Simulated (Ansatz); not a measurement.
Consider the following.

MgO:
```
CELL_PARAMETERS angstrom
      3.25808     0.00000     0.00000
     -1.62904     2.82158     0.00000
      0.00000     0.00000    15.49679
ATOMIC_POSITIONS crystal
  Mg 0.33333 0.66667 0.64802
  Mg 0.33333 0.66667 0.97923
  Mg 0.00000 0.00000 0.81363
  Mg 0.00000 0.00000 0.48184
  Mg 0.00000 0.00000 0.14744
  Mg 0.66667 0.33333 0.31363
  O  0.33333 0.66667 0.85176
  O  0.33333 0.66667 0.52051
  O  0.00000 0.00000 0.01863
  O  0.00000 0.00000 0.68616
  O  0.00000 0.00000 0.35303
  O  0.66667 0.33333 0.18612
```

This is the r²SCAN-relaxed structure. Cartesian axes are those of the cell as given.

Question: All from r²SCAN in the plane-wave PAW code Ansatz, unless another level is named. Estimate the HSE06 gap on the r²SCAN cell.

Answer: 5.21 eV.

Question: Predict the band gap.

Answer: 4.28 eV (direct).

Question: What about the electron effective mass?

Answer: 0.36 mₑ (isotropic).

Question: Give the hole effective mass.

Answer: 0.42 along z (mₑ).

Space group P3m1. The first step of the workflow began from a Materials Project structure, measured or hypothetical; the Crystallography Open Database copy checked does not list it. It is not the phase usual at ambient conditions (space group No. 225). The r²SCAN relaxation kept the symmetry of its start; its stability against distortions is not shown here.

Potentials: the earlier of the program's two PAW sets.
